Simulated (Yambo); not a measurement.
Yambo run on MgS (wurtzite, space group P6_3mc, No. 186). The wavefunctions are LDA (Quantum ESPRESSO, PseudoDojo norm-conserving, 84 Ry, scalar-relativistic) ones on a 6×6×2 mesh (16 occupied bands); a = b = 3.988 Å, c = 6.357 Å, α = β = 90.00°, γ = 120.00°.

Yambo input:

```
rim_cut
gw0
dyson
el_el_corr
HF_and_locXC
ppa
em1d
RandQpts= 1000000
RandGvec= 1 Ry
EXXRLvcs= 84 Ry
VXCRLvcs= 336 Ry
Chimod= "HARTREE"
% BndsRnXp
 9 | 61 |
%
NGsBlkXp= 8 Ry
% LongDrXp
 1.0 | 1.0 | 1.0 |
%
PPAPntXp= 27.2114 eV
% GbndRnge
 1 | 61 |
%
GTermKind= "BG"
DysSolver= "n"
ExtendOut
% QPkrange
 1 | 1 | 16 | 17 |
%
```

k points by index: 1 = Γ.

Table of the .qp output:

```
#    K-point    Band    Eo [eV]    E [eV]    E-Eo [eV]    Vxc [eV]    Vnlxc [eV]    Sc|Eo [eV]    Sc|E [eV]    dSc/dw|Eo [eV]    Re(Z)    Im(Z)
#
    1    16    0.000000    -1.022046    -1.022046    -13.00292    -16.29698    1.995107    2.272019    -7.371637    0.786839    -0.001605
    1    17    3.327173    4.205485    0.878312    -9.493665    -5.259742    -3.167131    -3.355611    -5.838459    0.823341    -0.001411
```
(The two width columns are left out.) Convergence of these settings isn't established.

Geometry relaxed with LDA.

This is not the ordinary phase of the substance; no match was found in the copy of COD used, and its stability was not checked.
